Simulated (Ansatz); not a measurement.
# Competing spin states in Cr₂CuSe₄

```
CELL_PARAMETERS angstrom
0.00000 5.16850 5.16850
5.16850 0.00000 5.16850
5.16850 5.16850 0.00000
ATOMIC_POSITIONS crystal
Cr 0.12500 0.12500 0.12500
Cr 0.62500 0.12500 0.12500
Cr 0.12500 0.12500 0.62500
Cr 0.12500 0.62500 0.12500
Cu 0.75000 0.75000 0.75000
Cu 0.50000 0.50000 0.50000
Se 0.88239 0.88239 0.88239
Se 0.89717 0.36761 0.36761
Se 0.88239 0.88239 0.35283
Se 0.36761 0.89717 0.36761
Se 0.35283 0.88239 0.88239
Se 0.36761 0.36761 0.36761
Se 0.88239 0.35283 0.88239
Se 0.36761 0.36761 0.89717
```

Method: r2SCAN in Ansatz 0.2.0, PAW datasets, plane waves to 500 eV, 6×6×6 Γ-centred mesh, fermi-dirac occupations of width 0.050 eV. The atoms are fixed and numbered as listed; spin is collinear, without spin-orbit coupling.

Different starts of the self-consistent cycle ended in different solutions. Their moments in μB:

```
state   Cr1   Cr2    Cr3    Cr4  other atoms together  size of the net moment a cell
    A  0.00  0.00   0.00   0.00                  0.00                           0.00
    B  2.79  2.79   2.79  -2.73                 -0.85                           5.08
    C  2.76  2.76  -2.76  -2.76                  0.00                           0.00
    D  2.84  2.84   2.84   2.84                 -1.53                          10.48
```

Site moments are taken in small spheres that don't touch (radius about 0.4 of the atom's shortest bond), so those of the magnetic atoms read low, and they needn't add up to the net moment. State A was run without spin polarisation.

**Question.** Which state has the lowest energy at zero smearing, and how far up are the others?

**Answer.** State D (parallel moments) is lowest; B (antiparallel, not compensated) lies 19.0 meV above it, C (antiparallel, compensated) lies 26 meV above it, A (without moments) lies 560 meV above it, all counted an atom of the cell.

**Question.** Which states have a gap on the mesh, and what pressure does each exert on this cell?

**Answer.** A: no gap, -5.4 GPa; B: no gap, 1.1 GPa; C: no gap, 1.2 GPa; D: no gap, 1.1 GPa (positive in compression). Moments take up room: without them the pressure is lower, so that state wants a smaller cell.

**Question.** What does magnetism gain here?

**Answer.** 560 meV an atom of the cell, or 1961 meV for each Cr atom, against state A, which has none. In a metal like this the level decides whether moments form at all, so this is no ordering energy.

Of 3 runs begun from atoms with typed moments, each in a different pattern, 1 ended in state D: one start isn't enough to call a state the ground state.

The cell is that of a Crystallography Open Database entry, unchanged.

Caveats: only orders that fit this cell and collinear spins were tried, so the true order may need a larger cell or canted moments; atoms and cell are not relaxed, and each state would relax in its own way; semilocal functionals without U often misplace the states of 3d oxides, halides and chalcogenides; a gapless lowest state in a 3d oxide, halide or chalcogenide is often a failure of the level, in order as well as gap; r2SCAN overestimates the moments and magnetic energies of itinerant metals, and can make a paramagnetic metal magnetic; the k mesh is coarse, so differences of a few meV are uncertain where a state is a metal; one start a pattern, so a lower state of the same pattern may exist; the nearest magnetic atoms form triangles, which frustrates antiparallel coupling, so the true order may be non-collinear or need another cell.
